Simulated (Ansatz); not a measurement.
Starting cell, PbO₂ (space group Pbcn):

```yaml
crystal:
  lattice:
    - [5.04284, 0.00000, 0.00000]
    - [0.00000, 5.82901, 0.00000]
    - [0.00000, 0.00000, 5.41070]
  atoms:
    - { symbol: Pb, position: [0.50000, 0.18653, 0.75000] }
    - { symbol: Pb, position: [0.50000, 0.81347, 0.25000] }
    - { symbol: Pb, position: [0.00000, 0.31347, 0.25000] }
    - { symbol: Pb, position: [0.00000, 0.68653, 0.75000] }
    - { symbol: O, position: [0.26443, 0.08750, 0.43302] }
    - { symbol: O, position: [0.73557, 0.91250, 0.56698] }
    - { symbol: O, position: [0.23557, 0.41250, 0.93302] }
    - { symbol: O, position: [0.76443, 0.58750, 0.06698] }
    - { symbol: O, position: [0.76443, 0.41250, 0.56698] }
    - { symbol: O, position: [0.23557, 0.58750, 0.43302] }
    - { symbol: O, position: [0.73557, 0.08750, 0.06698] }
    - { symbol: O, position: [0.26443, 0.91250, 0.93302] }
```

The atoms are displaced by Q × the pattern below (from a DFPT mode at Γ, largest move 1; Q in Å), at fixed cell.

```csv
atom,x,y,z
Pb1,-0.003,0.000,-0.102
Pb2,-0.003,0.000,-0.102
Pb3,0.003,0.000,-0.102
Pb4,0.003,0.000,-0.102
O5,0.719,-0.212,0.662
O6,0.719,-0.212,0.662
O7,-0.719,0.212,0.662
O8,-0.719,0.212,0.662
O9,-0.719,-0.212,0.662
O10,-0.719,-0.212,0.662
O11,0.719,0.212,0.662
O12,0.719,0.212,0.662
```

All values below come from LDA (plane waves to 420 eV, PAW, scalar-relativistic; Ansatz, a first-principles code). k mesh 8×7×7 (Γ-centred), Fermi-Dirac smearing 0.05 eV. E stands for the smeared free energy. With partly filled bands, energies and forces of such displacements shift with the k mesh and the smearing. At this level the bands of PbO2 touch or barely overlap. PbO2 was relaxed with its symmetry unable to fall. Spin-orbit coupling is left out, though Pb is heavy. This is one of several known forms of PbO2; the measured ambient cells at hand have space group No. 136. ΔE is measured from the undisplaced structure.

```csv
Q (Å),ΔE (meV/cell)
-0.180,1667
-0.120,713
-0.060,174
0.000,0
0.060,174
0.120,713
0.180,1667
```

**Question.** Which DFPT wavenumber at Γ belongs to this mode?
A) 570 cm⁻¹
B) 354 cm⁻¹
C) 503 cm⁻¹
D) 437 cm⁻¹

**Answer.** D, 437 cm⁻¹. The curvature of the scan gives 437 cm⁻¹

(For displaced atoms, the force is minus the slope of the energy, and its curvature is a force constant, which sets phonon frequencies.)
